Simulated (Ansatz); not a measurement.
Ta2N (anti-CdI2 type, space group No. 164) at seven volumes, DFT-r²SCAN in the program Ansatz with PAW potentials, shape and atoms relaxed at each. One row is withheld.

```tsv
V (Å³/atom)	P (GPa)
12.150	33.53
12.550	20.56
12.951	?
13.351	0.00
13.752	-8.09
14.152	-14.95
14.553	-20.74
```

Fit the shown pressures and predict the withheld one.

P = (3/2)B₀(x^(7/2) − x^(5/2))[1 + (3/4)(B′ − 4)(x − 1)] with x = (V₀/V)^(2/3). Least squares on the six rows gives V₀ = 13.351 Å³/atom, B₀ = 290 GPa, B′ = 4.33. At V = 12.951, x = 1.0205 and P = 9.42 GPa. The run itself gave 9.46 GPa.

Space group P-3m1 (anti-CdI2 type). The r²SCAN relaxation kept the symmetry of its start; of distortions, only those at the zone centre were tested. The run is not spin-polarised. The volume moved by 19 % from the start of the relaxation. Spin–orbit coupling is left out wherever it is not named.

Potentials: the later of the program's two PAW sets.
